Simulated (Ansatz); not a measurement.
Co3PdC:
```yaml
crystal:
  lattice:
    - [3.80408, 0.00000, 0.00000]
    - [0.00000, 3.80408, 0.00000]
    - [0.00000, 0.00000, 3.80408]
  atoms:
    - { symbol: Co, position: [0.50000, 0.50000, 0.00000] }
    - { symbol: Co, position: [0.00000, 0.50000, 0.50000] }
    - { symbol: Co, position: [0.50000, 0.00000, 0.50000] }
    - { symbol: Pd, position: [0.00000, 0.00000, 0.00000] }
    - { symbol: C, position: [0.50000, 0.50000, 0.50000] }
```
The run is spin-polarised; directions of the spins, atom by atom: ↑ ↑ ↑ ↑ 0.

Relaxed with r²SCAN. Special points in fractions of this cell's reciprocal vectors: Γ (0.000, 0.000, 0.000); X (0.000, 0.500, 0.000); M (0.500, 0.500, 0.000); R (0.500, 0.500, 0.500).

List the band energies nearest the Fermi level at these points for the program Ansatz at the r²SCAN level (PAW).

In eV from the Fermi level; about four levels below and three above (degenerate sets whole), none deeper than 8.9 eV; points with the same levels are listed once.

```tsv
k	below	above
Γ ↑	-1.22 -1.22 -1.11 -1.11 -1.11	3.31 6.64 6.64 6.64
X ↑	-1.41 -1.13 -0.34 -0.34	3.70 4.60 6.66 6.66
M ↑	-2.21 -0.94 -0.94 -0.82	0.61 0.68 6.28 6.28
R ↑	-1.36 -1.36 -0.25 -0.25 -0.25	1.98 1.98 1.98
Γ ↓	-1.05 -1.05 -0.27 -0.27 -0.04	1.09 1.09 1.09
X ↓	-1.38 -0.97 -0.65 -0.44	0.38 0.38 1.09
M ↓	-1.10 -0.90 -0.29 -0.29	0.15 0.43 0.88
R ↓	-1.49 -1.49 -1.49 -0.36 -0.36 -0.36	0.20 0.20 0.20
```

Space group Pm-3m (anti-perovskite). The start of the workflow was typed in or built on a structure type; neither database checked (COD, Materials Project) lists it. Its standing as an ambient phase is unchecked. The r²SCAN relaxation kept the symmetry of its start; its stability against distortions is not shown here. Spin order of the final state: ferromagnetic, chosen from 4 collinear starts compared on coarse meshes (ties went to the first, and starts can fall back to one state), not a proven ground state. Its formation energy is positive at this level, so the cell may be metastable or incomplete. Other orbital occupations within this spin state were not tried. Spin–orbit coupling is left out wherever it is not named.

Potentials: the earlier of the program's two PAW sets. The files were generated under PBE; for other functionals the program regenerates the frozen cores, and for LDA and PBEsol the local potential too.
